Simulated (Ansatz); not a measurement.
Hf3C, all-electron reference calculation

This is model Hf3C built from the ReO3 structure and then distorted, one atom being moved towards a neighbour.

PBE, full-potential LAPW in Ansatz, scalar-relativistic, Dirac core shells, point nucleus. Sampling: 2×2×2 (half-step shift) mesh with 0.15 eV Fermi–Dirac smearing (a coarse mesh, not converged over the zone). In metals such a mesh can move stress, forces and moments by their own size. Spin-restricted. Holes or spare electrons on the non-metal atoms can carry spin, which this run forbids. Labels count atoms in the order given.

Lattice in Å, fractional positions:
```yaml
crystal:
  lattice:
    - [4.56138, 0.04342, 0.06902]
    - [0.04342, 4.47108, -0.03308]
    - [0.06902, -0.03308, 4.53958]
  atoms:
    - { symbol: C, position: [0.70110, 0.11828, 0.57621] }
    - { symbol: Hf, position: [0.09977, 0.11671, 0.56014] }
    - { symbol: Hf, position: [0.64158, 0.60684, 0.55873] }
    - { symbol: Hf, position: [0.65306, 0.16832, 0.10400] }
```

Forces in eV/Å:
```
C1   -6.921 -0.292  0.841
Hf2   7.685 -0.252  0.522
Hf3  -0.256  1.643  0.951
Hf4  -0.508 -1.099 -2.314
```

Stress xx yy zz yz xz xy in GPa, positive in compression: 17.67 1.96 2.03 1.32 0.96 -1.35.

```json
{
  "Pressure": "7.22 GPa",
  "Largest force": "7.707 eV/Å"
}
```
